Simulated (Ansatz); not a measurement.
This MgCd3Se4 structure is the end of a relaxation. The cell was found from a structure generator's guess, not taken from experiment.

Method: Ansatz 0.2.0, DFT PBE, scalar-relativistic, plane waves, PAW. Cutoff 420 eV, Γ-centred mesh, Gaussian smearing, no spin polarisation.

```xyz
8
Lattice="6.1428 0.0000 0.0000 0.0000 6.1428 0.0000 0.0000 0.0000 6.1428" Properties=species:S:1:pos:R:3 pbc="T T T"
Mg    3.0714    3.0714    3.0714
Cd    0.0000    0.0000    3.0714
Cd    0.0000    3.0714    0.0000
Cd    3.0714    0.0000    0.0000
Se    4.5744    4.5744    4.5744
Se    4.5744    1.5684    1.5684
Se    1.5684    4.5744    1.5684
Se    1.5684    1.5684    4.5744
```

Formation energies are uncorrected and refer to the elements' standard structures at the same level.

Question: What space group does it have?

Answer: P-43m (No. 215), with Mg and Cd ordered on zinc blende sites. Conventional cell: a = 6.143 Å. Around Mg lie 4 Se at 2.60 Å; around Cd lie 4 Se at 2.68 Å; Se is surrounded by 1 Mg at 2.60 Å and 3 Cd at 2.68 Å.

Question: How far does it lie from the elements in energy?

Answer: −0.786 eV/atom. A negative formation energy is needed for stability but isn't enough: competing phases decide.

Question: Is it a metal?

Answer: No, the gap on the 6×6×6 mesh is 0.99 eV.

The last run used a 6×6×6 mesh for its 8-atom cell and Gaussian smearing of 0.02 eV. Kohn–Sham gaps at this level usually fall short of measured ones. The reference form of Se is held partly by dispersion forces, which this level lacks. A structure relaxed within its symmetry needn't be a true minimum.
